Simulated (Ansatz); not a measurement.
**Ag: the volume at rest**

Ag in the fcc lattice, starting from this typed cell of 17.87 Å³ an atom.

```
Ag
1.0
     0.00000    2.07500    2.07500
     2.07500    0.00000    2.07500
     2.07500    2.07500    0.00000
Ag
1
Cartesian
  0.0000 0.0000 0.0000
```

Settings of the Ansatz calculation: k mesh 8×8×8; Fermi–Dirac smearing of 0.1 eV; no spin. Cell and atoms are relaxed to zero stress with the symmetry kept and no dispersion correction.

Caveats: coarse k mesh.

Problem. What volume results under PBE, and how much do the potentials matter?

Solution. 
| functional | potentials | cutoff (eV) | volume (Å³/atom) | change (%) |
| --- | --- | --- | --- | --- |
| PBE | all-electron PAW datasets (no frozen core) | 280 | 17.94 | 0.4 |
| PBE | Ansatz generated PAW | 420 | 17.95 | 0.5 |
| PBE | Ansatz hand-made PAW | 480 | 17.95 | 0.4 |
| PBE | JTH PAW | 1380 | 17.97 | 0.6 |
| PBE | PseudoDojo norm-conserving | 1116 | 17.93 | 0.4 |
| PBE | Ansatz norm-conserving | 960 | 17.95 | 0.4 |
